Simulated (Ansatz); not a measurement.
Mo (bcc, W type)

```
CELL_PARAMETERS angstrom
     -3.15088     3.15088     3.15088
      1.57544    -1.57544     1.57544
      1.57544     1.57544    -1.57544
ATOMIC_POSITIONS crystal
  Mo 0.00000 0.00000 0.00000
  Mo 0.50000 0.00000 0.00000
```

In this cell atom 1 (Mo, nearest neighbour Mo at 2.729 Å; its periodic images, 2.7 Å or more away, move with it) is moved by s along Cartesian [110], unit vector (0.707, 0.707, 0.000); all other atoms and the cell stay fixed.

These are r2SCAN (plane waves to 500 eV, PAW, scalar-relativistic; Ansatz, a first-principles code) values and carry that method's errors. k mesh 17×17×17 (Γ-centred), Fermi-Dirac smearing 0.05 eV. Energies are smeared free energies. With partly filled bands, energies and forces of such displacements shift with the k mesh and the smearing. On this mesh the relaxed cell isn't quite at rest: it carries a pressure of 0.1 GPa (compression positive) at the zero of the scan. Mo is run without spin polarisation. Mo was relaxed with its symmetry unable to fall. The PAW data are Ansatz's earlier set. The zero of ΔE is the undisplaced structure. The last digit holds for this mesh only.

```tsv
s (Å)	ΔE (meV/cell)
-0.270	256.5
-0.216	withheld
-0.162	90.9
-0.108	40.2
-0.054	10.0
0.000	0.0
0.054	10.0
0.108	40.2
0.162	90.9
0.216	withheld
0.270	256.5
```

Fit an even polynomial form (powers 2, 4) to the given rows and predict ΔE at s = 0.216.

Least squares on the 9 given rows: ΔE = (3433)·s² + (1178)·s⁴, in meV/cell with s in Å; root-mean-square residual 0.02 meV/cell. At 0.216 the fit gives 162.7 meV/cell; the calculation gives 162.7 meV/cell, the same to the digits shown. The quadratic term alone would give 160.2 meV/cell.

(A displaced cell: forces are minus the slopes of the energy, force constants its curvatures, and phonons follow from these.)
